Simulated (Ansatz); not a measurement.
Sc:
```cif
data_Sc2
_chemical_formula_sum 'Sc2'
_space_group_name_H-M_alt 'P 1'
_space_group_IT_number 1
_cell_length_a 3.31945
_cell_length_b 3.31945
_cell_length_c 5.16333
_cell_angle_alpha 90.000
_cell_angle_beta 90.000
_cell_angle_gamma 120.000
loop_
_space_group_symop_operation_xyz
  'x, y, z'
loop_
_atom_site_label
_atom_site_type_symbol
_atom_site_fract_x
_atom_site_fract_y
_atom_site_fract_z
_atom_site_occupancy
Sc1 Sc 0.33333 0.66667 0.25000 1
Sc2 Sc 0.66667 0.33333 0.75000 1
```

Relaxed with PBE.

Which orbitals make up the states near the Fermi level in the program Ansatz at the PBE level (PAW)?

Within 0.5 eV of the Fermi level: Sc 3d 86 %, outside the projected shells 9 %. Projections are on Löwdin-orthogonalised atomic valence shells; empty p or d shells of many metals are not among them.

Tabulate the density of states.

States/eV per cell of 2 atoms, in 0.25 eV bins, energy from the Fermi level.

```csv
E (eV),total,Sc 3d,Sc 4s,Sc 3p
-5.30,0.00,0.00,0.00,0.00
-5.05,0.05,0.00,0.05,0.00
-4.80,0.15,0.00,0.14,0.00
-4.55,0.20,0.00,0.19,0.00
-4.30,0.26,0.00,0.24,0.00
-4.05,0.31,0.01,0.28,0.00
-3.80,0.36,0.01,0.32,0.01
-3.55,0.41,0.02,0.36,0.01
-3.30,0.46,0.04,0.40,0.01
-3.05,0.53,0.06,0.44,0.01
-2.80,0.60,0.10,0.48,0.01
-2.55,0.69,0.14,0.52,0.01
-2.30,0.80,0.22,0.55,0.01
-2.05,0.97,0.35,0.58,0.01
-1.80,1.27,0.60,0.62,0.01
-1.55,1.74,1.06,0.62,0.01
-1.30,1.72,1.18,0.48,0.01
-1.05,1.98,1.50,0.40,0.01
-0.80,2.15,1.78,0.26,0.01
-0.55,2.91,2.66,0.10,0.02
-0.30,3.66,3.19,0.17,0.02
-0.05,4.08,3.48,0.13,0.02
0.20,3.46,2.93,0.14,0.02
0.45,1.87,1.61,0.07,0.01
0.70,1.74,1.59,0.03,0.00
0.95,3.36,3.02,0.09,0.01
1.20,5.77,5.03,0.20,0.01
1.45,4.68,4.35,0.13,0.01
1.70,5.19,4.94,0.11,0.01
1.95,4.07,3.90,0.05,0.00
2.20,2.51,2.44,0.02,0.00
2.45,2.32,2.27,0.01,0.00
2.70,2.42,2.37,0.02,0.00
2.95,2.64,2.58,0.03,0.00
3.20,3.23,3.14,0.05,0.00
```

Space group P6_3/mmc (hcp (Mg type)). Symmetry was held in the PBE relaxation. The workflow began spin-polarised and lost its moments.

Potentials: the earlier of the program's two PAW sets.
